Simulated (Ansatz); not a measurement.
**Equation of state of Be$_{2}$Ag**

A database entry relaxed whole under r2SCAN (Fd-3m):

```xyz
6
Lattice="0.0000 3.1910 3.1910 3.1910 0.0000 3.1910 3.1910 3.1910 0.0000" Properties=species:S:1:pos:R:3 pbc="T T T"
Be    3.9888    3.9888    3.9888
Be    3.9888    2.3933    2.3933
Be    2.3933    2.3933    3.9888
Be    2.3933    3.9888    2.3933
Ag    0.0000    0.0000    0.0000
Ag    1.5955    1.5955    1.5955
```

The cell was scaled uniformly, its shape held, and the atoms relaxed at each volume with plane-wave PAW DFT (Ansatz 0.2.0; r2SCAN, 500 eV, 9×9×9 Γ-centred mesh, fermi-dirac occupations of width 0.100 eV; no spin, no spin-orbit coupling). One row is withheld.

```tsv
volume (Å³/atom)	energy over the lowest (meV/atom)	pressure (GPa)
10.181	18.0	9.44
10.398	7.7	5.94
10.614	?	?
10.831	0.0	0.00
11.047	1.8	-2.53
11.264	6.8	-4.80
11.481	14.7	-6.84
```

Problem. Fit the pressures of the other rows to the third-order Birch-Murnaghan form.

Solution. With f = [(V₀/V)^(2/3) − 1]/2 and P = 3B₀f(1 + 2f)^(5/2)[1 + 3(B₀′ − 4)f/2], least squares gives V₀ = 10.83 Å³ an atom, B₀ = 133 GPa and B₀′ = 4.4; the rows miss the fit by less than 0.01 GPa. The slope of the energies differs from these pressures by less than 0.05 GPa.

Problem. What does the withheld row hold?

Solution. The fit gives 2.81 GPa at 10.614 Å³; the run gave 2.81 GPa and 1.8 meV an atom.

Caveats: the shape of the cell was held; 0 K, fixed nuclei; the symmetry was kept, and this need not be the phase that is stable at 0 K; one mesh for all volumes; the relaxed cell lies far from the entry, by an error of the functional or of the entry; pressure is positive in compression.
